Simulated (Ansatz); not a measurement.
A geometry of PtSe2 away from equilibrium: step 2 of the relaxation of a relaxed PtSe2 cell displaced along its unstable phonon at q = (½, ½, ½) of its primitive reciprocal cell (45i cm⁻¹), largest move 0.15 Å. Calculation: PBEsol (plane waves to 420 eV, PAW, scalar-relativistic; Ansatz, a first-principles code). Γ-centred k-mesh 11×11×11 on the run's cell (coarser than for final values), Fermi–Dirac smearing 0.05 eV.

```xyz
6
Lattice="3.6160 2.1684 10.5346 0.0000 2.1684 10.5346 1.8080 -1.0008 10.5181" Properties=species:S:1:pos:R:3:forces:R:3 pbc="T T T" free_energy=-46464.591 pressure_GPa=-0.3
Pt     3.6160     2.1864    10.5446    0.0000    0.2055    0.0356
Pt     1.8080     1.0759     5.2858    0.0000   -0.0077   -0.0410
Se     3.6160     2.3665    22.5204    0.0000   -0.1306   -0.0435
Se     1.8080     0.9658    17.2694    0.0000   -0.0236   -0.0666
Se     3.6160     2.3817    19.5714    0.0000   -0.0892    0.0459
Se     1.8080     1.0037    14.3077    0.0000    0.0457    0.0697
```

Positions in Å, forces in eV/Å, free energy of the cell in eV (comparable only within this code, potentials and settings). Largest force: 0.21 eV/Å, on Pt1 (atoms numbered as listed); the geometry lies 0.01 eV/atom above the end of its relaxation.

No spin polarisation in the result. Without a van der Waals term the distances between weakly bound units are poorly fixed.

The run could not lose the symmetry of its start, so the end can be a saddle point.

The end of the path is a generated cell of PtSe2: the first start was made by placing the elements on the sites of a structure type, and the end was not matched to a known phase here, so it may be hypothetical. Known forms of PtSe2 include space group No. 164.
